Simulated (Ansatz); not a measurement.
BiOsN3 with basis.ecutrho_ratio, scf.max_iter changed

Computed with the plane-wave PAW code Ansatz (scalar-relativistic, PAW set soft_2): PBEsol, no spin polarisation, 420 eV cutoff, k-mesh 6×6×6. These are the settings of the reference run.

Cell:

```xyz
10
Lattice="5.9205 0.0000 0.0000 0.0000 5.4921 0.0000 0.0000 0.0000 6.3384" Properties=species:S:1:pos:R:3 pbc="T T T"
Bi    4.4403    2.7460    2.9636
Bi    1.4801    2.7460    3.3748
N     0.2323    0.0000    5.8170
N     2.9602    0.0000    3.1692
N     2.7279    0.0000    5.8170
N     5.6881    0.0000    0.5214
N     0.0000    0.0000    3.1692
N     3.1926    0.0000    0.5214
Os    4.4403    0.0000    2.0700
Os    1.4801    0.0000    4.2685
```

The reference run of this cell is solved again as a single point with these keys changed:

| key | reference run | changed run |
| --- | --- | --- |
| basis.ecutrho_ratio | not typed | 2 |
| scf.max_iter | not typed | 100 |

Task: How far do the results move?

Result: 

```
                                    quantity  reference run  changed run
energy, changed less reference (meV an atom)              0         -1.8
                              pressure (GPa)            0.0          0.2
                        largest force (eV/Å)           0.00         0.00
                        gap on the mesh (eV)           0.00         0.00
```

The energy moves by 1.8 meV an atom (0.02 eV for the cell). It took 8 iterations from the trained starting density.

Caveats: a single point, atoms not relaxed again; the changed cutoff lies under the advised one, so the shift is an error of the basis.
